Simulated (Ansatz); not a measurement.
Values for one crystal, relaxed and computed with plane-wave PAW r²SCAN (Ansatz code); other levels are named.

- Volume per atom = 24.82 Å³
- Electronic character = metallic (no gap)
- Formation energy from the elements (no fitted shifts) = -0.15 eV/atom
- Density of states at the Fermi level = 0.19 states/eV per atom (mean over ±0.08 eV)

**Question.** Which compound is it?
(A) GaIr, CsCl type
(B) MoPd2, Immm (Mo on 2a, Pd on 4i)
(C) Hg4Pt, Im-3m (Hg on 8c, Pt on 2a)
(D) ScPd3, Cu3Au type

**Answer.** C, Hg4Pt, Im-3m (Hg on 8c, Pt on 2a)

The first step of the workflow began from a Materials Project structure, measured or hypothetical; the Crystallography Open Database files this formula in space group No. 229, but the cells were not matched. Whether it is the stable phase at ambient conditions was not checked. The r²SCAN relaxation kept the symmetry of its start; whether a distortion lowers the energy is not shown. The run is not spin-polarised. The references are the lowest solids computed at this level, not always the standard phases. Scalar-relativistic: spin–orbit coupling is off unless named, which matters more the heavier the elements.

Potentials: the later of the program's two PAW sets.
